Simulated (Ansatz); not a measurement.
Starting cell, ZnS (wurtzite):

```
CELL_PARAMETERS angstrom
      3.84511     0.00000     0.00000
     -1.92255     3.32996     0.00000
      0.00000     0.00000     6.30566
ATOMIC_POSITIONS crystal
  Zn 0.66667 0.33333 0.99985
  Zn 0.33333 0.66667 0.49985
  S  0.66667 0.33333 0.62535
  S  0.33333 0.66667 0.12535
```

In each cell atom 3 (S, nearest neighbour Zn at 2.357 Å; its periodic images, 3.8 Å or more away, move with it) moves by s·(0.000, -0.942, -0.336) (towards the nearest neighbour), the rest being held.

The numbers are results of PBE (plane waves to 420 eV, PAW, scalar-relativistic; Ansatz, a program for electronic structure), not measurements. k mesh 8×8×4 (Γ-centred), Fermi-Dirac smearing 0.05 eV. E stands for the smeared free energy. ZnS was relaxed with its symmetry unable to fall. The zero of ΔE is the undisplaced structure.

```tsv
s (Å)	ΔE (meV/cell)
-0.470	361
-0.376	265
-0.282	170
-0.188	withheld
-0.094	24
0.000	0
0.094	32
0.188	144
0.282	373
0.376	764
0.470	1387
```

Fit a polynomial form (powers 2, 3, 4) to the given rows and predict ΔE at s = -0.188.

Least squares on the 10 given rows: ΔE = (3086)·s² + (4876)·s³ + (3937)·s⁴, in meV/cell with s in Å; root-mean-square residual 6.4 meV/cell. At -0.188 the fit gives 82 meV/cell; the calculation gives 86 meV/cell, so the interpolation is off by -4 (-4.7 %). The quadratic term alone would give 109 meV/cell.

(For displaced atoms, the force is minus the slope of the energy, and its curvature is a force constant, which sets phonon frequencies.)
